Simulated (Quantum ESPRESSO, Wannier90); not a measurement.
KF (rock salt), plane waves to Wannier functions

```
begin unit_cell_cart
ang
    0.0000000000    2.6544150000    2.6544150000
    2.6544150000    0.0000000000    2.6544150000
    2.6544150000    2.6544150000    0.0000000000
end unit_cell_cart
begin atoms_frac
K    0.0000000000  0.0000000000  0.0000000000
F    0.5000000000  0.5000000000  0.5000000000
end atoms_frac
```

Cell from Materials Project (mp-463), symmetrised, no further relaxation. COD (Crystallography Open Database) has an entry of this formula and space group (matched by these alone). Level: LDA, no spin polarisation, no spin-orbit coupling; pw.x of Quantum ESPRESSO at 68 Ry with PseudoDojo potentials, 10×10×10 k-points, Wannier90. Density: 10×10×10 mesh, cold smearing 0.01 Ry.

A tight-binding model is made by disentanglement and projection with no localisation steps (num_iter = 0), so the 5 orbitals stay atom-like: hydrogen-like K: s; F: s;p, axes along x, y, z; frozen window up to 7.43 eV relative to the valence-band maximum. It follows pw.x to 2.9 meV rms for states up to 6.9 eV relative to the valence-band maximum. Matrix elements depend on this choice of orbitals and windows. Bands 3–5 (K 3p 98 %) lie between the kept ones and are excluded.

Question: What are the on-site energies relative to the valence-band maximum, and how fast do the hoppings decay?

Answer: 
| atom | orbitals | energy (eV) |
|---|---|---|
| K1 | s | 10.76 |
| F2 | s | -17.85 |
| F2 | pz px py | -0.31 |

```tsv
distance of the centres (Å)	largest modulus (eV)
2–3	1.3
3–4	0.68
4–5	0.25
5–6	0.11
6–7	0.13
7–8	0.027
8–9	0.0035
9–10	0.011
10–11	0.0082
11–12	0.0056
12–13	0.0039
```
